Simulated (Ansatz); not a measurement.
# Collinear states of Rb3Sn

All numbers below come from Ansatz 0.2.0, DFT PBE, scalar-relativistic, plane waves, PAW.

```
Rb Sn
1.0
     0.00000    4.65858    4.65858
     4.65858    0.00000    4.65858
     4.65858    4.65858    0.00000
Rb Sn
3 1
Direct
  0.25000 0.25000 0.25000
  0.75000 0.75000 0.75000
  0.50000 0.50000 0.50000
  0.00000 0.00000 0.00000
```

- plane-wave cutoff: 420 eV
- Γ-centred k-mesh: 8×8×8
- occupation rule: Gaussian smearing, 0.1 eV
- list of starting moments (μB, in atom order): 0 0 0 1
- check for lower electronic states after the SCF: off

All runs keep this geometry, which stands near equilibrium for the lowest state (largest force there 0.000 eV/Å, pressure 0.1 GPa) and needn't be a stable compound; relaxing each order can shift differences of a few meV. A propagation vector, in units of the reciprocal vectors, doubles the cell, which takes an equally dense mesh. The large starts are 0 0 0 2.5 μB. The small starts are 0 0 0 0.5 μB. Site moments are spin moments in atom-centred spheres that scale with the neighbour distance. The states are those that the runs reached from these starts; a lower one can exist.

Problem. Starts tried: no spin; ferromagnetic; large parallel starting moments; antiferromagnetic, doubled cell, propagation vector (0, 0, 1/2); antiferromagnetic, doubled cell, propagation vector (0, 1/2, 1/2); small parallel starting moments. Which state comes out lowest, and what are the moments?

Solution. The lowest state is ferromagnetic, reached from the start “ferromagnetic” and the start “large parallel starting moments” and the start “small parallel starting moments”, with site moments (μB) Sn +0.56.

| start | ends | energy above lowest (meV/atom) | site moments (μB) | gap on mesh (eV) | P (GPa) |
| --- | --- | --- | --- | --- | --- |
| no spin | non-magnetic | 18.6 | none over 0.05 | metal | 0.0 |
| ferromagnetic | ferromagnetic | 0.00 | Sn +0.56 | metal | 0.1 |
| large parallel starting moments | ferromagnetic | 0.00 | Sn +0.56 | metal | 0.1 |
| antiferromagnetic, doubled cell, propagation vector (0, 0, 1/2) | antiferromagnetic | 8.16 | Sn +0.43, Sn -0.43 | metal | 0.1 |
| antiferromagnetic, doubled cell, propagation vector (0, 1/2, 1/2) | antiferromagnetic | 12.6 | Sn +0.38, Sn -0.38 | metal | 0.1 |
| small parallel starting moments | ferromagnetic | 0.00 | Sn +0.56 | metal | 0.1 |

Cost: 6 runs of about 5.4 core-minutes in all, on Arm Neoverse V1 (shared hosts).